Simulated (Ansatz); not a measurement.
## Calculated ²⁰⁹Bi NMR of the central transition for Bi₂Se₃

Cell: an entry of the Crystallography Open Database (COD) whose atoms were relaxed with PBE, the cell held.

```
CELL_PARAMETERS angstrom
2.07150 1.19598 9.54533
-2.07150 1.19598 9.54533
0.00000 -2.39196 9.54533
ATOMIC_POSITIONS crystal
Bi 0.40061 0.40061 0.40061
Bi 0.59939 0.59939 0.59939
Se 0.00000 0.00000 0.00000
Se 0.21115 0.21115 0.21115
Se 0.78885 0.78885 0.78885
```

Atoms are numbered from 1 in the order listed; like atoms form one site, named after its first atom.

Method: Kohn–Sham DFT in Ansatz, r2SCAN, plane waves and PAW, scalar-relativistic, 500 eV cutoff, Γ-centred 9×9×9 k-points, Fermi–Dirac smearing 0.02 eV.

²⁰⁹Bi has I = 9/2 and Q = -516.0 mb (Pyykkö 2018); at 9.4 T its Larmor frequency is ν₀ = 65.4 MHz (from the bare nuclear moment; shielding lowers the observed one by a per cent or two). Only the quadrupole interaction is simulated: positions count from each site's isotropic chemical shift, and shift anisotropy, dipolar and J coupling are left out.

(1) Give C_Q, η, the quadrupolar product P_Q = |C_Q|(1 + η²/3)^½, the second-order isotropic shift and the breadth of the pattern (static powder) for each Bi site.

## Answers

(1) 

```json
{"site": "Bi", "first shell": "6 Se at 2.86–3.07 Å", "C_Q (MHz)": "-16.4", "η": "0.00", "P_Q (MHz)": "16.4", "δ_QIS (ppm)": "-87.3", "breadth (kHz)": "29.7"}
```

δ_QIS = −(ν_Q²/30ν₀²)[I(I+1) − 3/4](1 + η²/3) × 10⁶ ppm with ν_Q = 3|C_Q|/[2I(2I−1)]; it falls as 1/B₀² in ppm, and the breadth as 1/B₀ in kHz.

An axis of threefold or higher order runs through Bi, so V_zz lies along it and η is zero.

Spin–orbit coupling is left out, which shifts gradients on Bi by a few per cent in wide-gap crystals, and can shift them far more where the calculated gap is small or absent, as here. Newer work puts Q(²⁰⁹Bi) near −420 mb, which would lower these couplings by about a fifth. With a gap of 0.5 eV on this mesh, the gradients can still move by some per cent as the k-mesh gets denser.
